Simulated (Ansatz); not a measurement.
# Levels of theory for HfSn3O8 (tetragonal HfO2 sites, Pmm2)

All numbers come from Ansatz 0.2.0. Note: simulated data, non-magnetic, for a generated structure that need not be the stable one.

The cell is a 12-atom cell of HfSn3O8 built on tetragonal HfO2 (relaxed group Pmm2); cell and atoms were relaxed with r2SCAN. It is orthorhombic, Pmm2 (No. 25); conventional cell a = 3.517 Å, b = 7.206 Å, c = 5.382 Å, 11.37 Å³ an atom. Hf is surrounded by 8 O at 2.00–2.45 Å; Sn is surrounded by 8 O at 2.02–2.54 Å; O is surrounded by 3 Sn at 2.01–2.45 Å and 1 Hf at 2.06 Å; O is surrounded by 2 Sn at 2.04 Å and 2 Hf at 2.45 Å; O is surrounded by 2 Hf at 2.00 Å and 2 Sn at 2.49 Å; O is surrounded by 3 Sn at 2.02–2.58 Å and 1 Hf at 2.43 Å; Sn is surrounded by 8 O at 2.01–2.58 Å; O is surrounded by 4 Sn at 2.03–2.44 Å (further sites aren't listed).

Relaxed lattice by functional, symmetry kept:
```json
{"functional": "PBE", "k mesh": "8×4×6", "a (Å)": "3.548", "b (Å)": "7.305", "c (Å)": "5.475", "volume (Å³/atom)": "11.82"}
{"functional": "r2SCAN", "k mesh": "6×4×4", "a (Å)": "3.517", "b (Å)": "7.206", "c (Å)": "5.382", "volume (Å³/atom)": "11.37"}
{"functional": "PBEsol", "k mesh": "6×4×4", "a (Å)": "3.521", "b (Å)": "7.213", "c (Å)": "5.358", "volume (Å³/atom)": "11.34"}
```

Gaps on the r2SCAN cell, each the least over its mesh and the special points:

| level | k mesh | gap (eV) | kind | edges | least direct gap (eV) |
| --- | --- | --- | --- | --- | --- |
| PBE | 8×4×6 | 1.80 | indirect | Z → Γ | 1.85 |
| PBE+SOC | 8×4×6 | 1.81 | indirect | Γ–Z (0.98) → Γ | 1.86 |
| r2SCAN | 8×4×6 | 2.37 | indirect | X → Γ | 2.44 |
| HSE06 | 4×2×4 | 3.25 | indirect | X → Γ | 3.41 |
| PBE0 | 4×2×4 | 3.97 | indirect | X → Γ | 4.13 |

PBE: smearing of 0.02 eV; the others have fixed occupations.
Wave cutoffs: 420 eV, 500 eV (r2SCAN).
Points off the special ones are mesh points or PBE's searched band edges, reused at the other levels.

The HSE06 gap is indirect, 3.25 eV (X to Γ), below the direct gap of 3.41 eV at Γ. Spin-orbit coupling changes the PBE gap by 0.00 eV, to 1.81 eV.

r2SCAN covers 39 % of the step from PBE to HSE06. For gaps to 0.1 eV, spin-orbit coupling (up to 0.01 eV here) can be left out. Among these functionals the gap stays indirect.

On the PBEsol cell (a = 3.521 Å, b = 7.213 Å, c = 5.358 Å), with PBEsol: One optical level at Γ is imaginary (45i cm⁻¹, printed negative). The program warns that the force constants, and all that is formed from them, aren't settled on this k mesh, so whether the cell is unstable needs a finer one. ε∞: 5.51, 5.40 and 5.16 along x, y and z. Born charges, averaged over directions: Hf +5.16, Sn +4.45 to +4.47, O -2.64 to -2.21 e. The program notes that the ground state's band table doesn't vouch for all the bands that the response reads.

Only the levels marked +SOC include spin-orbit coupling.

The meshes of the hybrids are coarse, so their gaps aren't converged to the digits shown.
